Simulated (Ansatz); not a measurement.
Data:

KMgH3:
```
KMgH3
1.0
    3.91261     0.00000     0.00000
    0.00000     3.91261     0.00000
    0.00000     0.00000     3.91261
K Mg H
1 1 3
Direct
  0.00000   0.00000   0.00000
  0.50000   0.50000   0.50000
  0.50000   0.00000   0.50000
  0.00000   0.50000   0.50000
  0.50000   0.50000   0.00000
```

This is the LDA-relaxed structure.

Problem. All from LDA (plane waves, PAW; program Ansatz), unless another level is named. Estimate the smallest direct gap on the standard path.

Solution. 4.65 eV.

Problem. Give the formation energy from the elements (no fitted shifts).

Solution. -0.37 eV/atom.

Problem. Next, the weight of the conduction-edge state by species (Voronoi cells)?

Solution. H 54 %, Mg 44 %.

Space group Pm-3m (cubic perovskite). The first step of the workflow began from a Materials Project structure, measured or hypothetical; the Crystallography Open Database files this formula in space group No. 221, but the cells were not matched. Its standing as an ambient phase is unchecked. The LDA relaxation kept the symmetry of its start; phonons on a q-mesh show no instability. The references are the lowest solids computed at this level, not always the standard phases (solids in place of the gases).

Potentials: the later of the program's two PAW sets.
